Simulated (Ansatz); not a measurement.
# Step by step: Zn, 30 steps of 2.0 fs from 800 K

Level of theory: Ansatz 0.2.0, DFT, PBEsol, all-electron LAPW, scalar-relativistic.

Command: `ansatz run input.yaml --threads 2 --pin off --max-ram 4096MiB --backend cpu --events-out ev --progress --plain --runs-dir out` The run took 31 min on 2 threads of Arm Neoverse V1, on a shared host, peak memory 0.72 GiB.

```yaml
crystal:
  lattice:
    - [5.34, 0.0, 0.0]
    - [-1.335, 2.3122878281, 0.0]
    - [0.0, 0.0, 4.966]
  atoms:
    - { symbol: Zn, position: [0.1666666666, 0.6666666667, 0.25] }
    - { symbol: Zn, position: [0.6666666666, 0.6666666667, 0.25] }
    - { symbol: Zn, position: [0.3333333334, 0.3333333333, 0.75] }
    - { symbol: Zn, position: [0.8333333334, 0.3333333333, 0.75] }
kpoints:
  mp_grid: { grid: [4, 8, 4] }
scf:
  occupations: { method: fermi_dirac, width: 0.08 }
hamiltonian:
  xc: pbesol
  pseudopotentials: { kind: all_electron, lapw: { basis_error: 0.001 } }
output:
  forces: true
  stress: true
md:
  timestep: 2.0
  n_steps: 30
  ensemble: nvt_langevin
  temperature: 800
  initial_velocities: maxwell_boltzmann
  seed: 169530
```

The cell comes from COD entry 9011599, which wasn't checked; take it as a given geometry. It is an old determination, and later ones may differ.

Each frame lists Cartesian positions (Å) and forces (eV/Å). Free energies count from the first step, -195339.5238 eV.

Step 0 (t = 0.0 fs): E = 0.0 meV, T = 600 K

```
Zn    0.0000    1.5415    1.2415     0.000   0.000   0.000
Zn    2.6700    1.5415    1.2415     0.000   0.000   0.000
Zn    1.3350    0.7708    3.7245     0.000   0.000   0.000
Zn    4.0050    0.7708    3.7245     0.000   0.000   0.000
```

Step 1 (t = 2.0 fs): E = +0.8 meV, T = 679 K

```
Zn    0.0012    1.5437    1.2402    -0.047  -0.031   0.010
Zn    2.6600    1.5346    1.2352     0.055   0.035   0.014
Zn    1.3410    0.7649    3.7286    -0.003   0.023  -0.013
Zn    4.0067    0.7806    3.7272    -0.005  -0.027  -0.011
```

Step 2 (t = 4.0 fs): E = +3.0 meV, T = 671 K

```
Zn    0.0016    1.5457    1.2386    -0.094  -0.063   0.020
Zn    2.6498    1.5266    1.2291     0.110   0.072   0.028
Zn    1.3479    0.7585    3.7330    -0.013   0.042  -0.027
Zn    4.0070    0.7897    3.7291    -0.003  -0.050  -0.021
```

Step 3 (t = 6.0 fs): E = +6.7 meV, T = 699 K

```
Zn    0.0011    1.5471    1.2355    -0.137  -0.095   0.031
Zn    2.6399    1.5176    1.2248     0.162   0.108   0.040
Zn    1.3546    0.7511    3.7376    -0.022   0.063  -0.041
Zn    4.0075    0.7987    3.7300    -0.004  -0.076  -0.030
```

Step 4 (t = 8.0 fs): E = +11.6 meV, T = 610 K

```
Zn    0.0006    1.5473    1.2303    -0.179  -0.125   0.044
Zn    2.6300    1.5087    1.2207     0.213   0.142   0.052
Zn    1.3602    0.7437    3.7430    -0.025   0.084  -0.058
Zn    4.0086    0.8063    3.7302    -0.010  -0.101  -0.039
```

Step 5 (t = 10.0 fs): E = +17.1 meV, T = 526 K

```
Zn   -0.0007    1.5477    1.2247    -0.213  -0.150   0.058
Zn    2.6212    1.5012    1.2162     0.256   0.170   0.065
Zn    1.3647    0.7353    3.7486    -0.025   0.105  -0.076
Zn    4.0094    0.8118    3.7290    -0.017  -0.125  -0.047
```

Step 6 (t = 12.0 fs): E = +22.3 meV, T = 415 K

```
Zn   -0.0035    1.5483    1.2198    -0.236  -0.171   0.069
Zn    2.6137    1.4952    1.2132     0.286   0.191   0.075
Zn    1.3688    0.7265    3.7538    -0.026   0.126  -0.091
Zn    4.0094    0.8164    3.7272    -0.023  -0.146  -0.053
```

Step 7 (t = 14.0 fs): E = +27.3 meV, T = 415 K

```
Zn   -0.0079    1.5482    1.2165    -0.252  -0.186   0.079
Zn    2.6061    1.4902    1.2115     0.310   0.207   0.085
Zn    1.3735    0.7184    3.7587    -0.031   0.144  -0.104
Zn    4.0093    0.8208    3.7276    -0.027  -0.165  -0.060
```

Step 8 (t = 16.0 fs): E = +32.9 meV, T = 587 K

```
Zn   -0.0136    1.5475    1.2147    -0.262  -0.197   0.090
Zn    2.5982    1.4856    1.2088     0.328   0.220   0.096
Zn    1.3777    0.7095    3.7630    -0.032   0.167  -0.118
Zn    4.0082    0.8274    3.7308    -0.034  -0.190  -0.068
```

Step 9 (t = 18.0 fs): E = +39.7 meV, T = 547 K

```
Zn   -0.0183    1.5460    1.2145    -0.273  -0.207   0.101
Zn    2.5911    1.4803    1.2047     0.346   0.233   0.108
Zn    1.3816    0.7005    3.7667    -0.033   0.193  -0.131
Zn    4.0058    0.8365    3.7356    -0.040  -0.220  -0.078
```

Step 10 (t = 20.0 fs): E = +47.0 meV, T = 498 K

```
Zn   -0.0212    1.5437    1.2143    -0.287  -0.218   0.110
Zn    2.5854    1.4740    1.2001     0.365   0.248   0.120
Zn    1.3859    0.6926    3.7693    -0.038   0.216  -0.143
Zn    4.0025    0.8460    3.7397    -0.040  -0.247  -0.086
```

Step 11 (t = 22.0 fs): E = +54.9 meV, T = 505 K

```
Zn   -0.0234    1.5411    1.2126    -0.304  -0.229   0.119
Zn    2.5800    1.4675    1.1956     0.385   0.264   0.131
Zn    1.3905    0.6844    3.7712    -0.049   0.235  -0.156
Zn    3.9977    0.8548    3.7425    -0.032  -0.269  -0.094
```

Step 12 (t = 24.0 fs): E = +63.7 meV, T = 506 K

```
Zn   -0.0254    1.5389    1.2104    -0.327  -0.244   0.127
Zn    2.5734    1.4612    1.1919     0.412   0.282   0.141
Zn    1.3951    0.6766    3.7734    -0.067   0.249  -0.168
Zn    3.9916    0.8629    3.7440    -0.018  -0.286  -0.100
```

Step 13 (t = 26.0 fs): E = +73.0 meV, T = 539 K

```
Zn   -0.0275    1.5376    1.2085    -0.355  -0.265   0.133
Zn    2.5664    1.4540    1.1889     0.442   0.305   0.151
Zn    1.4001    0.6696    3.7753    -0.097   0.254  -0.179
Zn    3.9833    0.8698    3.7448     0.011  -0.294  -0.105
```

Step 14 (t = 28.0 fs): E = +83.5 meV, T = 553 K

```
Zn   -0.0297    1.5375    1.2062    -0.386  -0.290   0.140
Zn    2.5595    1.4461    1.1852     0.475   0.333   0.163
Zn    1.4052    0.6636    3.7773    -0.135   0.253  -0.193
Zn    3.9740    0.8765    3.7454     0.046  -0.297  -0.110
```

Step 15 (t = 30.0 fs): E = +94.5 meV, T = 473 K

```
Zn   -0.0317    1.5376    1.2036    -0.417  -0.315   0.146
Zn    2.5531    1.4384    1.1807     0.507   0.361   0.175
Zn    1.4094    0.6585    3.7792    -0.170   0.252  -0.207
Zn    3.9649    0.8833    3.7443     0.080  -0.299  -0.115
```

Step 16 (t = 32.0 fs): E = +105.2 meV, T = 514 K

```
Zn   -0.0330    1.5375    1.2012    -0.448  -0.340   0.151
Zn    2.5476    1.4308    1.1754     0.537   0.388   0.187
Zn    1.4135    0.6536    3.7797    -0.214   0.244  -0.219
Zn    3.9545    0.8880    3.7424     0.125  -0.292  -0.118
```

Step 17 (t = 34.0 fs):

```
Zn   -0.0345    1.5378    1.1996
Zn    2.5430    1.4231    1.1691
Zn    1.4181    0.6485    3.7793
Zn    3.9428    0.8911    3.7405
```

Step 18 (t = 36.0 fs): E = +127.1 meV, T = 483 K

```
Zn   -0.0379    1.5388    1.1983    -0.493  -0.388   0.156
Zn    2.5399    1.4152    1.1629     0.579   0.440   0.212
Zn    1.4224    0.6440    3.7792    -0.325   0.213  -0.242
Zn    3.9312    0.8945    3.7388     0.240  -0.265  -0.126
```

Step 19 (t = 38.0 fs): E = +138.0 meV, T = 503 K

```
Zn   -0.0425    1.5402    1.1970    -0.501  -0.411   0.159
Zn    2.5387    1.4061    1.1577     0.585   0.464   0.226
Zn    1.4267    0.6404    3.7795    -0.380   0.198  -0.253
Zn    3.9204    0.8983    3.7386     0.296  -0.251  -0.132
```

Step 20 (t = 40.0 fs): E = +149.1 meV, T = 493 K

```
Zn   -0.0472    1.5404    1.1955    -0.506  -0.429   0.163
Zn    2.5379    1.3966    1.1528     0.588   0.485   0.241
Zn    1.4314    0.6370    3.7804    -0.437   0.180  -0.265
Zn    3.9098    0.9021    3.7388     0.356  -0.236  -0.139
```

Step 21 (t = 42.0 fs): E = +160.9 meV, T = 416 K

```
Zn   -0.0508    1.5394    1.1939    -0.515  -0.448   0.167
Zn    2.5366    1.3873    1.1478     0.594   0.507   0.256
Zn    1.4354    0.6332    3.7808    -0.492   0.164  -0.277
Zn    3.8998    0.9051    3.7385     0.412  -0.223  -0.146
```

Step 22 (t = 44.0 fs): E = +173.4 meV, T = 346 K

```
Zn   -0.0529    1.5393    1.1928    -0.528  -0.469   0.171
Zn    2.5355    1.3788    1.1427     0.604   0.530   0.270
Zn    1.4387    0.6289    3.7803    -0.543   0.149  -0.288
Zn    3.8904    0.9071    3.7401     0.467  -0.210  -0.154
```

Step 23 (t = 46.0 fs): E = +185.6 meV, T = 356 K

```
Zn   -0.0552    1.5394    1.1908    -0.535  -0.486   0.177
Zn    2.5357    1.3710    1.1375     0.607   0.549   0.287
Zn    1.4423    0.6254    3.7796    -0.593   0.134  -0.300
Zn    3.8818    0.9096    3.7431     0.521  -0.197  -0.164
```

Step 24 (t = 48.0 fs): E = +196.8 meV, T = 347 K

```
Zn   -0.0579    1.5393    1.1874    -0.533  -0.498   0.185
Zn    2.5377    1.3638    1.1312     0.600   0.562   0.305
Zn    1.4456    0.6218    3.7788    -0.638   0.122  -0.313
Zn    3.8741    0.9125    3.7457     0.570  -0.187  -0.177
```

Step 25 (t = 50.0 fs): E = +206.8 meV, T = 292 K

```
Zn   -0.0606    1.5386    1.1820    -0.529  -0.507   0.194
Zn    2.5395    1.3572    1.1254     0.592   0.573   0.324
Zn    1.4476    0.6187    3.7778    -0.672   0.114  -0.327
Zn    3.8675    0.9152    3.7478     0.609  -0.180  -0.190
```

Step 26 (t = 52.0 fs): E = +216.0 meV, T = 448 K

```
Zn   -0.0629    1.5374    1.1746    -0.523  -0.512   0.203
Zn    2.5418    1.3511    1.1195     0.579   0.580   0.340
Zn    1.4493    0.6162    3.7743    -0.701   0.108  -0.338
Zn    3.8612    0.9186    3.7503     0.645  -0.176  -0.205
```

Step 27 (t = 54.0 fs): E = +223.6 meV, T = 323 K

```
Zn   -0.0655    1.5364    1.1668    -0.509  -0.512   0.209
Zn    2.5454    1.3461    1.1140     0.557   0.581   0.352
Zn    1.4509    0.6135    3.7693    -0.732   0.102  -0.343
Zn    3.8545    0.9221    3.7518     0.683  -0.171  -0.218
```

Step 28 (t = 56.0 fs): E = +228.4 meV, T = 333 K

```
Zn   -0.0679    1.5349    1.1596    -0.489  -0.506   0.214
Zn    2.5502    1.3420    1.1095     0.529   0.575   0.361
Zn    1.4515    0.6115    3.7642    -0.757   0.097  -0.345
Zn    3.8481    0.9248    3.7521     0.717  -0.166  -0.230
```

Step 29 (t = 58.0 fs): E = +231.7 meV, T = 329 K

```
Zn   -0.0703    1.5322    1.1538    -0.465  -0.495   0.216
Zn    2.5558    1.3379    1.1050     0.494   0.565   0.369
Zn    1.4511    0.6104    3.7592    -0.783   0.089  -0.344
Zn    3.8411    0.9272    3.7513     0.753  -0.160  -0.240
```

Step 30 (t = 60.0 fs): E = +232.4 meV, T = 288 K

```
Zn   -0.0744    1.5278    1.1489    -0.432  -0.475   0.215
Zn    2.5609    1.3343    1.1014     0.453   0.548   0.375
Zn    1.4500    0.6100    3.7553    -0.810   0.079  -0.342
Zn    3.8342    0.9277    3.7494     0.789  -0.152  -0.249
```

Q: Give the energy and forces of step 17.

A: E = +116.4 meV, T = 556 K
```
Zn   -0.0345    1.5378    1.1996    -0.476  -0.366   0.153
Zn    2.5430    1.4231    1.1691     0.564   0.415   0.199
Zn    1.4181    0.6485    3.7793    -0.270   0.229  -0.230
Zn    3.9428    0.8911    3.7405     0.182  -0.278  -0.122
```

Q: What is the mean temperature over the last 16 frames?

A: 406 K; so short a run of so small a cell isn't equilibrated.
